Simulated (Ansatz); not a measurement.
Input file for Ansatz (a quantum-chemistry and plane-wave program):

Ansatz 0.2 input:
```yaml
crystal:
  lattice:
    - [0.0, 2.9755756448, 2.9755756448]
    - [2.9755756448, 0.0, 2.9755756448]
    - [2.9755756448, 2.9755756448, 0.0]
  atoms:
    - { symbol: Pb, position: [0.5, 0.5, 0.5] }
    - { symbol: S, position: [0.0, 0.0, 0.0] }
kpoints:
  mp_grid: { grid: [8, 8, 8] }
hamiltonian:
  xc: r2scan
  dispersion: d4
  pseudopotentials: { kind: paw }
scf:
  occupations: { method: fixed }
checkpoint: { read: static.run }
output: { bader: true, populations: true }
```

Output (shortened):

```
Pseudopotentials: kind: paw
Pseudopotential: Pb, paw, valence charge 14
Pseudopotential: S, paw, valence charge 6
Functional definition: r2SCAN
Crystal: 2 atoms, lattice volume = 52.692 Å³
Basis set: ecut = 500 eV, 1363 PW (Γ), exchange–correlation on 128×128×128 points (64 copies of the dense FFT grid, shifted against one another)
Bands: 14, of which v1, the nominal top of the filled ones, is band 10 counted from 1 (9 counted from 0)
Symmetry: 48 space group operations
Space group: Fm-3m (ITA 225), of the structure as read, at distance tolerance 3.7e-5 Å
k-points: 29 of 512
PAW frozen core: Pb, regenerated for the run's functional
PAW frozen core: S, regenerated for the run's functional
Initial density: read from a saved state, or passed on in memory by an earlier SCF of this step, an earlier step, the calling program or the single point that …
Stability of the state it starts from, as read at its close in the unpolarized treatment …
Initial wavefunctions: pseudopotential atomic-orbital guess
Eigensolver: davidson
Functional: x = r2scan, c = r2scan; τ floored in thin density (d = 2e-4 eV/Å³)
iter 1 solved again at ethr=2.17e-7 eV; its pass at ethr=3.10e-3 eV (dr2=4.34e-5 eV) is discarded
SCF iter   1: F=—  HF=-12828.262044 eV  |F-HF|=—  |Δ(HF+E_count)|=         —  Δρ=2.12e-7  dr2=1.69e-11  dr2_τ=2.29e-12  ethr=2.17e-7  ⟨swp⟩=3.7  Hψ=3282  notcnv=0  defer=50
all-band conjugate gradients solve this SCF's bands
preconditioner: auto → none
SCF iter   2: F=-12828.262044 eV  HF=-12828.262044 eV  |F-HF|=1.82e-11  |Δ(HF+E_count)|=   1.15e-9  Δρ=2.21e-7  dr2=2.62e-11  dr2_τ=2.30e-12  ethr=1.00e-12  ⟨swp⟩=8.2  Hψ=2301  notcnv=0
SCF 1 converged in 2 iterations: F = -12828.262044 eV  dr2 = 2.62e-11
SCF converged after 2 iterations
Free energy (F): -12828.262044 eV
Harris-Foulkes:  -12828.262044 eV  (|F-HF|=1.82e-11)
Internal energy: -12828.262044 eV  (E = F + TS)
E sigma→0 (E₀):  -12828.262044 eV
Fermi energy:    8.175559 eV
--- Per-component energies (eV) ---
  E_band       = -69.155365
  E_kinetic    = 392.745886
  E_local      = -1230.335405  (includes V_loc(G=0)·N_el)
  E_nonlocal   = 379.102531
  E_hartree    = 478.988198
  E_xc         = -300.764412
  E_vxc        = -240.191547  (∫ρ·V_xc dr)
  E_paw        = -11040.234548  (= ΣΔE_a)
  E_vpaw       = -343.349255  (= ΣTr[D̂ρ^β])
  E_aug_tail   = 0.000020  (compensation charges beyond the density's cutoff)
  E_vtau       = 14.895863  (kinetic-family band-sum trace: ∫τ·v_τ [+ j·A + Jᵃ·Aᵃ] dr)
  E_ewald      = -1508.359151
  E_disp       = -0.260898  (pairwise vdW)
  E_core_change = 0.855736  (= ΣΔE_core)
  E_smearing   =  0.000000  (= −TS)
  E_closure    = 0.000000  (closes the sum)
  Σ components = -12828.262044   (vs F -12828.262044, Δ=0.00e0)
  [band-id]    e_kinetic+e_local+e_nonlocal+2·e_hartree+e_vxc+e_vpaw+e_augmentation_tail+e_vtau = -69.155511   (vs E_band -69.155365, Δ=-1.46e-4)
--- Band table (eV; the first three rows and the last of 29) ---
  k-point 0: bands = ["-9.3120", "-9.3120", "-9.3120", "-9.2908", "-9.2908", "-5.9501", "2.0655", "5.8882", "5.8882", "5.8882", "13.7022", "13.7022", "13.7022", "15.2991"]
  k-point 1: bands = ["-9.3113", "-9.3087", "-9.3087", "-9.2923", "-9.2923", "-5.8165", "1.5752", "5.9316", "5.9316", "6.2684", "12.4635", "12.8990", "12.8990", "15.2396"]
  k-point 2: bands = ["-9.3127", "-9.3127", "-9.3099", "-9.2841", "-9.2841", "-5.4473", "0.5500", "6.0533", "6.0533", "6.9972", "10.7982", "11.6563", "11.6563", "15.4278"]
  k-point 28: bands = ["-9.4074", "-9.2961", "-9.2961", "-9.2910", "-9.2538", "-4.2461", "0.0672", "3.6452", "3.6452", "7.0813", "10.6446", "13.1742", "13.1742", "16.7597"]
  band table: 14 of 14 bands, residual norms ≤ 1.0e-3 eV
--- Löwdin populations: 2 sites ---
  site symbol       q [e]
     0     Pb     13.4274
     1      S      6.5111
  spilling = 0.003075 (of n_electrons = 20.000000)
--- Bader charges: 2 sites ---
  site symbol  charge [e]  shift [e]
     0     Pb      1.0620     0.0000
     1      S     -1.0620     0.0000
  shift: an alarm, by how much a part of what the PAW files miss would move the charge. Where it is large, compare
  with a run on PAW files of another source; a small one proves nothing
  estimated error of the sums over rays = 3.2e-4 e
```

Cost: very roughly 8 core-seconds on shared cores.

The cell was relaxed with r²SCAN+D4 under the symmetry of its start. Scalar-relativistic: spin–orbit coupling is off unless named, which matters more the heavier the elements.

Potentials: the later of the program's two PAW sets.

Ansatz is a plane-wave DFT program.
